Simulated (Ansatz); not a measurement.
Equation of state of TiC

Space group Fm-3m (No. 225). a = 4.328 Å, b = 4.328 Å, c = 4.328 Å, α = 90.00°, β = 90.00°, γ = 90.00°
```csv
atom,site,symmetry,x,y,z
Ti,4a,m-3m,0.0000,0.0000,0.0000
C,4b,m-3m,0.5000,0.0000,0.0000
```

The runs use the primitive cell with vectors (0.000, 2.164, 2.164), (2.164, 0.000, 2.164), (2.164, 2.164, 0.000) Å, to which the k mesh refers.

Symmetry: Fm-3m, No. 225, cubic system. Conventional cell: a = 4.328 Å, b = 4.328 Å, c = 4.328 Å, α = 90.00°, β = 90.00°, γ = 90.00°. Ti (site symmetry m-3m) is surrounded by 6 C at 2.16 Å. Around C (site symmetry m-3m) lie 6 Ti at 2.16 Å.

The geometry is COD entry 9012564, unchecked; take it as a test cell.

All numbers are computed: DFT, PBEsol, all-electron LAPW, scalar-relativistic (Ansatz 0.2.0); DFT, PBEsol, PAW with Ansatz's default frozen-core files, scalar-relativistic (Ansatz 0.2.0).

For LAPW: a Γ-centred 16×16×16 k mesh, Fermi–Dirac smearing of 0.03 eV, basis error target 1 meV/atom, no spin polarisation. PAW takes a cutoff of 420 eV at this cell (files made with PBE, cores remade for this functional). The Ansatz runs share mesh, smearing and spin set-up. Plane-wave (PAW) pressures include the program's estimate of the Pulay term.

The cell above is scaled evenly, with fractional coordinates and shape held.

```json
{"V/V(cell)": "0.9400", "V (Å³/atom)": "9.526", "P, LAPW (GPa)": "10.83", "P, PAW (GPa)": "10.85", "free energy over the lowest listed, PAW (meV/atom)": "11.9"}
{"V/V(cell)": "0.9405", "V (Å³/atom)": "9.531", "P, LAPW (GPa)": "10.67", "P, PAW (GPa)": "10.68", "free energy over the lowest listed, PAW (meV/atom)": "11.5"}
{"V/V(cell)": "0.9600", "V (Å³/atom)": "9.728", "P, LAPW (GPa)": "4.57", "P, PAW (GPa)": "4.59", "free energy over the lowest listed, PAW (meV/atom)": "2.2"}
{"V/V(cell)": "0.9700", "V (Å³/atom)": "9.830", "P, LAPW (GPa)": "1.66", "P, PAW (GPa)": "1.69", "free energy over the lowest listed, PAW (meV/atom)": "0.2"}
{"V/V(cell)": "0.9800", "V (Å³/atom)": "9.931", "P, LAPW (GPa)": "-1.09", "P, PAW (GPa)": "-1.06", "free energy over the lowest listed, PAW (meV/atom)": "0.0"}
{"V/V(cell)": "0.9900", "V (Å³/atom)": "10.032", "P, LAPW (GPa)": "-3.71", "P, PAW (GPa)": "-3.68", "free energy over the lowest listed, PAW (meV/atom)": "1.5"}
{"V/V(cell)": "1.0000", "V (Å³/atom)": "10.134", "P, LAPW (GPa)": "-6.20", "P, PAW (GPa)": "-6.16", "free energy over the lowest listed, PAW (meV/atom)": "4.6"}
{"V/V(cell)": "1.0100", "V (Å³/atom)": "10.235", "P, LAPW (GPa)": "-8.56", "P, PAW (GPa)": "-8.53", "free energy over the lowest listed, PAW (meV/atom)": "9.3"}
{"V/V(cell)": "1.0200", "V (Å³/atom)": "10.336", "P, LAPW (GPa)": "-10.80", "P, PAW (GPa)": "-10.77", "free energy over the lowest listed, PAW (meV/atom)": "15.4"}
{"V/V(cell)": "1.0300", "V (Å³/atom)": "10.438", "P, LAPW (GPa)": "?", "P, PAW (GPa)": "?", "free energy over the lowest listed, PAW (meV/atom)": "?"}
{"V/V(cell)": "1.0400", "V (Å³/atom)": "10.539", "P, LAPW (GPa)": "-14.96", "P, PAW (GPa)": "-14.93", "free energy over the lowest listed, PAW (meV/atom)": "31.7"}
{"V/V(cell)": "1.0600", "V (Å³/atom)": "10.742", "P, LAPW (GPa)": "-18.71", "P, PAW (GPa)": "-18.68", "free energy over the lowest listed, PAW (meV/atom)": "53.0"}
```

**Question.** Fill in the row V/V(cell) = 1.0300.

**Answer.** P, LAPW (GPa) = -12.94, P, PAW (GPa) = -12.90, free energy over the lowest listed, PAW (meV/atom) = 22.9.

**Question.** What do Birch–Murnaghan fits to the pressures give?

**Answer.** LAPW: V0 = 9.89 Å³/atom, B0 = 268 GPa, B0′ = 4.0; PAW: V0 = 9.89 Å³/atom, B0 = 267 GPa, B0′ = 4.0.

PAW's V0 lies 0.01 % from the all-electron value and its B0 -0.1 %. Symmetry fixes shape and coordinates here, so this is the relaxed modulus.
